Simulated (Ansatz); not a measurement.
## SrAlO4: rattling a relaxed structure

The cell was found from a proposed guess, not taken from experiment.

The calculation used Ansatz, DFT PBE, scalar-relativistic, plane waves, PAW. Cutoff 420 eV; k points 8×6×6 on the computed 12-atom cell (Γ-centred); Gaussian smearing, width 0.02 eV; collinear spin from starting moments 0.0 0.0 0.0 0.0 0.4 0.4 0.4 0.4 0.0 0.0 0.0 0.0 μB.

The cell below (12 atoms, space group P2/c (No. 13)) is relaxed within its symmetry.

```
Sr Al O
1.0
     4.63920    0.00000   -0.00181
     0.00000    6.16698    0.00000
    -0.21176    0.00000    6.00648
Sr Al O
2 2 8
Direct
  0.50000 0.27191 0.75000
  0.50000 0.72809 0.25000
  0.00000 0.23717 0.25000
  0.00000 0.76283 0.75000
  0.71035 0.38316 0.13353
  0.28965 0.38316 0.36647
  0.28965 0.61684 0.86647
  0.71035 0.61684 0.63353
  0.86354 0.05858 0.46366
  0.13646 0.05858 0.03634
  0.13646 0.94142 0.53634
  0.86354 0.94142 0.96366
```

For the test it was strained at random (σ = 1.5 % a component), the atoms were moved at random (σ = 0.05 Å), and all was relaxed again on a coarse 4×2×2 mesh (in the run’s order of axes) with 0.10 eV smearing, with no symmetry imposed.

Another magnetic order may lie lower.

Question: Does it come back?

Answer: It returns, within 1 meV/atom of the unmoved cell on that mesh and with the same symmetry when read at 0.1 Å (P-1 at 0.01 Å, so small strains and shifts remain). So it is stable against the distortions that fit this cell and that this random move excites. Modes that don't fit the cell aren't tested.
